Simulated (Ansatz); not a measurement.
Si$_{4}$P$_{4}$Os in space group P1 (No. 1; Pearson symbol aP9) under volume change, the program Ansatz at the LDA level (PAW), shape and atoms relaxed at each volume.

```json
[
 {"V (Å³/atom)": "14.934", "E − E(relaxed) (meV/atom)": "69.3", "P (GPa)": "16.32"},
 {"V (Å³/atom)": "15.427", "E − E(relaxed) (meV/atom)": "29.1", "P (GPa)": "10.01"},
 {"V (Å³/atom)": "15.919", "E − E(relaxed) (meV/atom)": "6.9", "P (GPa)": "4.61"},
 {"V (Å³/atom)": "16.411", "E − E(relaxed) (meV/atom)": "0.0", "P (GPa)": "0.00"},
 {"V (Å³/atom)": "16.904", "E − E(relaxed) (meV/atom)": "6.2", "P (GPa)": "-3.93"},
 {"V (Å³/atom)": "17.396", "E − E(relaxed) (meV/atom)": "23.5", "P (GPa)": "-7.26"},
 {"V (Å³/atom)": "17.888", "E − E(relaxed) (meV/atom)": "50.3", "P (GPa)": "-10.08"}
]
```

**Question.** What does a third-order Birch–Murnaghan fit give for V₀, B₀ and B′?

**Answer.** V₀ = 16.41 Å³/atom, B₀ = 141 GPa, B′ = 4.3.

The first step of the workflow began from a Materials Project structure, measured or hypothetical; the Crystallography Open Database copy checked does not list it. With Si and P taken as one species the cell has the higher symmetry P-1, so it may be an ordered model of a mixed-site phase. Whether it is the stable phase at ambient conditions was not checked. Symmetry was held in the LDA relaxation; phonons on a q-mesh show no instability. No spin polarisation was allowed. Spin–orbit coupling is left out wherever it is not named.

Potentials: the later of the program's two PAW sets.
